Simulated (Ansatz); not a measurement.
With the program Ansatz at the PBEsol level (PAW), MoW in the orthorhombic phase (Cmcm; W on 4c, Mo on 4c) relaxes to a = 2.574 Å, b = 10.609 Å, c = 4.629 Å. Against the elements it lies at 0.42 eV/atom, with no fitted shifts.

Electronic character: metallic (no gap).

An equation-of-state fit gives a bulk modulus of 276 GPa.

The start of the workflow was typed in or built on a structure type; neither database checked (COD, Materials Project) lists it. Whether it is the stable phase at ambient conditions was not checked. The cell was relaxed with PBEsol under the symmetry of its start; its stability against distortions is not shown here. The run is not spin-polarised. Its formation energy is positive at this level, so the cell may be metastable or incomplete. Axis ratios of metals converge slowly with the k-mesh, so a and c are less sure than the volume. The references are the lowest solids computed at this level, not always the standard phases. Spin–orbit coupling is left out wherever it is not named.

Potentials: the later of the program's two PAW sets.
